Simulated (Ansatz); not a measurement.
AlPt:
```
CELL_PARAMETERS angstrom
      0.00000     2.54067     2.54067
      2.54067     0.00000     2.54067
      2.54067     2.54067     0.00000
ATOMIC_POSITIONS crystal
  Pt 0.00000 0.00000 0.00000
  Al 0.50000 0.50000 0.50000
```

Relaxed with PBEsol. Special points in fractions of this cell's reciprocal vectors: Γ (0.000, 0.000, 0.000); X (0.500, 0.000, 0.500); U (0.625, 0.250, 0.625); K (0.375, 0.375, 0.750); L (0.500, 0.500, 0.500); W (0.500, 0.250, 0.750).

Problem. List the band energies nearest the Fermi level at these points for PBEsol with spin–orbit coupling in the plane-wave PAW code Ansatz.

Solution. In eV from the Fermi level; about four levels below and three above (degenerate sets whole), none deeper than 8.9 eV; points with the same levels are listed once.

| k | below | above |
|---|---|---|
| Γ | -3.06 -3.06 -3.06 -3.06 | 5.08 5.08 5.79 5.79 5.79 5.79 |
| X | -1.52 -1.52 -0.74 -0.74 | 1.15 1.15 1.77 1.77 |
| U | -1.75 -1.75 -0.39 -0.39 | 0.54 0.54 3.18 3.18 |
| L | -2.09 -2.09 -1.02 -1.02 | 6.03 6.03 6.83 6.83 |
| W | -1.97 -1.97 -1.49 -1.49 | 0.04 0.04 0.31 0.31 |

Space group Fm-3m (rock salt). The start of the workflow was typed in or built on a structure type; neither database checked (COD, Materials Project) lists it. Its standing as an ambient phase is unchecked. The PBEsol relaxation kept the symmetry of its start; its stability against distortions is not shown here. No spin polarisation was allowed.

Potentials: the later of the program's two PAW sets.
